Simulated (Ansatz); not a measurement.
## Stability checks on a candidate for NaTe2

It was reached by relaxing an invented guess, and it needn't be the stable form of this composition.

Theory: Ansatz 0.2.0, DFT PBE, scalar-relativistic, plane waves, PAW. The final run on the 3-atom cell used 420 eV, a Γ-centred 10×10×10 mesh, 0.10 eV smearing and no spin polarisation.

```
CELL_PARAMETERS angstrom
4.49671 0.00000 0.00000
0.00000 4.49671 0.00000
0.00000 0.00000 4.98547
ATOMIC_POSITIONS crystal
Na 0.50000 0.50000 0.00000
Te 0.50000 0.00000 0.50000
Te 0.00000 0.50000 0.50000
```

Formation energies are uncorrected and refer to the elements' standard structures at the same level.

Question: These tests were run: energy against the elements; phonons on a 2×2×2 q mesh; elastic tensor. What do they show?

Answer:

```
                       test                         result
energy against the elements                  −0.46 eV/atom
  phonons on a 2×2×2 q mesh  no imaginary mode on the mesh
             elastic tensor         least eigenvalue 4 GPa
```

It fails none of these tests outright. Other phases of the system weren't compared here, so this isn't yet thermodynamic stability. Undecided within the accuracy: elastic tensor.

These runs have no spin–orbit coupling, which can matter for Te. An odd number of electrons in the primitive cell allows no gap without spin; a larger cell or a magnetic state could open one. The cell is a metal run without spin; a magnetic state may lie lower. The reference form of Te is held partly by dispersion forces, which this level lacks. The run for the phonons used a 10×10×10 k mesh and Fermi–Dirac smearing of 0.15 eV. The run for the elastic tensor used a 10×10×10 k mesh and Fermi–Dirac smearing of 0.15 eV.
